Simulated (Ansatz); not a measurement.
ZrS$_{2}$ (CdI2 type, P-3m1) under volume change, DFT-r²SCAN+D4 in the program Ansatz with PAW potentials, shape and atoms relaxed at each volume.

```csv
V (Å³/atom),E − E(relaxed) (meV/atom),P (GPa)
21.112,…,…
21.808,8.2,2.14
22.504,1.8,0.90
23.200,0.0,0.00
23.896,1.3,-0.56
24.592,…,…
25.288,9.0,-1.09
```

Question: Complete the blanks.

Answer: 
- 24.592, E − E(relaxed) (meV/atom): 4.6
- 24.592, P (GPa): -0.86
- 21.112, E − E(relaxed) (meV/atom): 21.0
- 21.112, P (GPa): 3.84

Question: What does a third-order Birch–Murnaghan fit give for V₀, B₀ and B′?

Answer: V₀ = 23.23 Å³/atom, B₀ = 23.3 GPa, B′ = 12.7.

Symmetry was held in the r²SCAN+D4 relaxation. No spin polarisation was allowed.

Potentials: the later of the program's two PAW sets.
